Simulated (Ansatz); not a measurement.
Task: Name crystals whose computed values (PBEsol (plane waves, PAW; program Ansatz)) fall in these windows: B₀ by P(V) fit (GPa) 2.0 to 2.6; gap (eV) 0.57 to 0.80; ε∞ 3.1 to 3.8.

Result: 

```json
[
 {"crystal": "FeCl3, P1 (Pearson symbol aP8)", "B₀ by P(V) fit (GPa)": "2.2", "gap (eV)": "0.69", "ε∞": "3.30"}
]
```
Others may fit too.

Spin orders computed, not proven ground states: FeCl3, P1 (Pearson symbol aP8) antiferromagnetic. Standing as an ambient phase not checked: FeCl3, P1 (Pearson symbol aP8). Weakly bound layers, chains or molecules computed without a dispersion correction, so cells and soft constants are ill determined: FeCl3, P1 (Pearson symbol aP8). The cell was relaxed under the symmetry of its start.

Potentials: the later of the program's two PAW sets.
